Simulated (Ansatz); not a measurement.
VCu3Se4:
```
CELL_PARAMETERS angstrom
      5.50900     0.00000     0.00000
      0.00000     5.50900     0.00000
      0.00000     0.00000     5.50900
ATOMIC_POSITIONS crystal
  V  0.00000 0.00000 0.00000
  Cu 0.00000 0.50000 0.00000
  Cu 0.50000 0.00000 0.00000
  Cu 0.00000 0.00000 0.50000
  Se 0.24605 0.24605 0.24605
  Se 0.24605 0.75395 0.75395
  Se 0.75395 0.75395 0.24605
  Se 0.75395 0.24605 0.75395
```

x, y and z are the axes in which the lattice vectors are written.

**Question.** Give the proper piezoelectric stress tensor with relaxed ions from PBEsol in the plane-wave PAW code Ansatz.

**Answer.** In C/m², rows x, y, z, Voigt columns; mesh uncertainty up to 0.00.
```
0.00  0.00  0.00  0.16  0.00  0.00
0.00  0.00  0.00  0.00  0.16  0.00
0.00  0.00  0.00  0.00  0.00  0.16
```

The elastic tensor of the same run (GPa):

|  | 1 | 2 | 3 | 4 | 5 | 6 |
|---|---|---|---|---|---|---|
| 1 | 82.8 | 20.3 | 20.3 | 0.0 | 0.0 | 0.0 |
| 2 | 20.3 | 82.8 | 20.3 | 0.0 | 0.0 | 0.0 |
| 3 | 20.3 | 20.3 | 82.8 | 0.0 | 0.0 | 0.0 |
| 4 | 0.0 | 0.0 | 0.0 | 19.4 | 0.0 | 0.0 |
| 5 | 0.0 | 0.0 | 0.0 | 0.0 | 19.4 | 0.0 |
| 6 | 0.0 | 0.0 | 0.0 | 0.0 | 0.0 | 19.4 |

**Question.** Convert to strain constants d = e·S.

**Answer.** In pC/N:
```
0.0  0.0  0.0  8.3  0.0  0.0
0.0  0.0  0.0  0.0  8.3  0.0
0.0  0.0  0.0  0.0  0.0  8.3
```

Space group P-43m. The first step of the workflow began from a Materials Project structure, measured or hypothetical; the Crystallography Open Database copy checked does not list it. Whether it is the stable phase at ambient conditions was not checked. The PBEsol relaxation kept the symmetry of its start; its stability against distortions is not shown here. No spin polarisation was allowed.

Potentials: the later of the program's two PAW sets.
